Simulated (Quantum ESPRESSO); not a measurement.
```cif
data_Ga4O6
_chemical_formula_sum 'O6 Ga4'
_space_group_name_H-M_alt 'P 1'
_space_group_IT_number 1
_cell_length_a 6.32648
_cell_length_b 6.32648
_cell_length_c 5.81741
_cell_angle_alpha 103.351
_cell_angle_beta 103.351
_cell_angle_gamma 27.874
loop_
_space_group_symop_operation_xyz
  'x, y, z'
loop_
_atom_site_label
_atom_site_type_symbol
_atom_site_fract_x
_atom_site_fract_y
_atom_site_fract_z
_atom_site_occupancy
O1 O 0.50353 0.50353 0.74334 1
O2 O 0.49647 0.49647 0.25666 1
O3 O 0.82663 0.82663 0.43677 1
O4 O 0.17337 0.17337 0.56323 1
O5 O 0.16450 0.16450 0.10915 1
O6 O 0.83550 0.83550 0.89085 1
Ga1 Ga 0.34116 0.34116 0.68527 1
Ga2 Ga 0.65884 0.65884 0.31473 1
Ga3 Ga 0.90953 0.90953 0.20521 1
Ga4 Ga 0.09047 0.09047 0.79479 1
```

The geometry is that of Materials Project entry mp-886, symmetrised and not relaxed again.

Task: What does PBEsol (Quantum ESPRESSO, PseudoDojo norm-conserving, 84 Ry, scalar-relativistic) give for the electronic structure near the Fermi level?

Result: The PBEsol gap is 2.23 eV; at least one edge lies off the plotted path, at a point of the SCF mesh. The smallest direct gap is 2.26 eV. Another valence extremum on the path lies within 0.02 eV, too close to call. Spin-orbit splittings are left out.
